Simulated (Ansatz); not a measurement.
HfNF:
```
HfNF
1.0
    5.15431     0.00000     0.00000
    0.00000     5.34115     0.00000
    0.00000     0.00000     5.46035
Hf F N
4 4 4
Direct
  0.67492   0.98915   0.75000
  0.32508   0.01085   0.25000
  0.32508   0.48915   0.75000
  0.67492   0.51085   0.25000
  0.95757   0.66316   0.75000
  0.04243   0.33684   0.25000
  0.04243   0.16316   0.75000
  0.95757   0.83684   0.25000
  0.47434   0.75000   0.00000
  0.52566   0.25000   0.50000
  0.52566   0.25000   0.00000
  0.47434   0.75000   0.50000
```

Relaxed with r²SCAN. Special points in fractions of this cell's reciprocal vectors: Γ (0.000, 0.000, 0.000); X (0.500, 0.000, 0.000); S (0.500, 0.500, 0.000); Y (0.000, 0.500, 0.000); Z (0.000, 0.000, 0.500); U (0.500, 0.000, 0.500); R (0.500, 0.500, 0.500); T (0.000, 0.500, 0.500).

Q: List the band energies nearest the valence-band maximum at these points for DFT-r²SCAN with spin–orbit coupling in the program Ansatz with PAW potentials.

A: In eV from the valence-band maximum; about four levels below and three above (degenerate sets whole), none deeper than 8.9 eV; points with the same levels are listed once.

```tsv
k	below	above
Γ	-0.89 -0.89 -0.31 -0.31	2.48 2.48 3.29 3.29
X	-0.91 -0.91 -0.57 -0.57	2.80 2.80 3.22 3.22
S	-0.19 -0.19 -0.19 -0.19	4.10 4.10 4.10 4.10
Y	-0.19 -0.19 -0.19 -0.19	4.09 4.09 4.09 4.09
Z	0.00 0.00 0.00 0.00	3.88 3.88 3.88 3.88
U	-0.04 -0.04 -0.04 -0.04	4.02 4.02 4.02 4.02
R	-1.97 -1.97 -1.97 -1.97	3.94 3.94 3.94 3.94
T	-1.84 -1.84 -1.84 -1.84	3.77 3.77 3.77 3.77
```

Space group Pbcm. The start of the workflow was typed in or built on a structure type; neither database checked (COD, Materials Project) lists it. Whether it is the stable phase at ambient conditions was not checked. The r²SCAN relaxation kept the symmetry of its start; its stability against distortions is not shown here. No spin polarisation was allowed.

Potentials: the earlier of the program's two PAW sets.
